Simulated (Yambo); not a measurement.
# Convergence of the G0W0 gap of WS₂

G0W0@LDA for WS₂ (space group P6_3/mmc, No. 194) in Yambo. Reference settings: 6×6×1 Γ-centred k mesh, bands 3 to 215 and a 8 Ry block in the screening, 215 bands in G with the Bruneval-Gonze terminator, plasmon pole fitted at 27.2 eV. The LDA gap Γ → (0.167, 0.167, 0) on this mesh is 1.15 eV; G0W0 gaps are taken between the same points.

| change from the reference | G0W0 gap Γ → (0.167, 0.167, 0) (eV) | shift of the valence edge (eV) | rough Yambo cost |
|---|---|---|---|
| reference settings | 1.57 | -0.03 | 1 |
| 82 bands in G | 1.57 | 0.04 | – |
| wavefunctions cut at 25 Ry | 1.57 | -0.02 | about 1/2 |
| 82 bands in G, no terminator | 1.52 | 0.72 | – |
| no terminator | 1.56 | 0.14 | – |

The reference isn't shown to be the converged limit. Costs are rough (shared machines), scaled to the same edge states, and given only for runs that recompute the screening.

Without spin-orbit coupling, band edges of such heavy elements can be off by tenths of an eV.

Geometry of the Materials Project entry, not relaxed at this level; primitive cell a = b = 3.184 Å, c = 12.978 Å, α = β = 90.00°, γ = 120.00°.

A shift is the quasiparticle energy of the state minus its LDA energy.

The distance between layers or molecules is the database entry's, not relaxed here. Functionals without dispersion can leave it too large, which widens gaps and weakens the response across layers: the numbers belong to this cell.
